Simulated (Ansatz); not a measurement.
**W3O: a vibration from a frozen displacement**

All numbers below come from Ansatz, DFT PBEsol, scalar-relativistic, plane waves, PAW. Cutoff 420 eV, Γ-centred 8×8×8 k-points, Gaussian smearing of 0.15 eV. Spin–orbit coupling is left out, which matters for the heavy elements here. No spin polarisation. Energies are free energies at this smearing, counted from the undisturbed cell; pressure is positive in compression.

Reference structure (relaxed at this level; it needn't be the usual structure):

```
CELL_PARAMETERS angstrom
4.83135 0.00000 0.00000
0.00000 4.83135 0.00000
0.00000 0.00000 4.83135
ATOMIC_POSITIONS crystal
W 0.50000 0.75000 0.00000
W 0.00000 0.50000 0.75000
W 0.25000 0.00000 0.50000
W 0.50000 0.25000 0.00000
W 0.00000 0.50000 0.25000
W 0.75000 0.00000 0.50000
O 0.50000 0.50000 0.50000
O 0.00000 0.00000 0.00000
```

Atom 7 (O) is moved by x along the Cartesian unit vector (1.000, 0.000, 0.000); the cell and all other atoms stay fixed. The cell's volume is 112.77 Å³; the moved atoms weigh 15.999 u together and the others 1119.039 u. Some rows repeat others by symmetry and weren't run.

```csv
x (Å),ΔE (meV/cell),total force on the moved atoms along the move (eV/Å),pressure (GPa)
-0.3000,-199.34,-1.2223,0.3365
-0.2700,-163.94,-1.1362,0.2537
-0.2400,-131.28,-1.0394,0.1838
-0.1800,-75.43,-0.8159,0.0781
-0.1200,-34.01,-0.5605,0.0102
-0.0600,-8.57,-0.2850,-0.0270
0.0000,0.00,0.0000,-0.0387
0.0600,-8.57,0.2850,-0.0270
0.1200,-34.01,0.5605,0.0102
0.1800,-75.43,0.8159,0.0781
0.2400,-131.28,1.0394,0.1838
0.2700,-163.94,1.1362,0.2537
0.3000,-199.34,1.2223,0.3365
```

**Question.** What frequency belongs to this motion?

**Answer.** The force constant is k = −dF/dx = -4.750 eV/Å², from the parabola through x = -0.0600, 0 and 0.0600. In every cell the moved atoms swing against the rest, so the mass is μ = m₁m₂/(m₁ + m₂) = 15.773 u, and ν̃ = 521.5 cm⁻¹ × √(|k|/μ) = 286i cm⁻¹. The pattern needn't be a normal mode: ν̃² is then a weighted mean of the squared nonzero frequencies at the zone centre of this cell, so it lies between the lowest and the highest of them, and at least one of them is imaginary.

**Question.** Where does the displacement stop?

**Answer.** Not within the scan: the energy still falls at its end, so along this line the minimum lies further out.

No gap shows at this level, though a semilocal functional can close a small gap that the real compound has; without a gap these slopes depend on the k mesh and the smearing.

Cost: 7 runs of about 12 core-minutes in all, on Intel Xeon Processor @ 2.50GHz (Skylake/Cascade Lake) (shared hosts).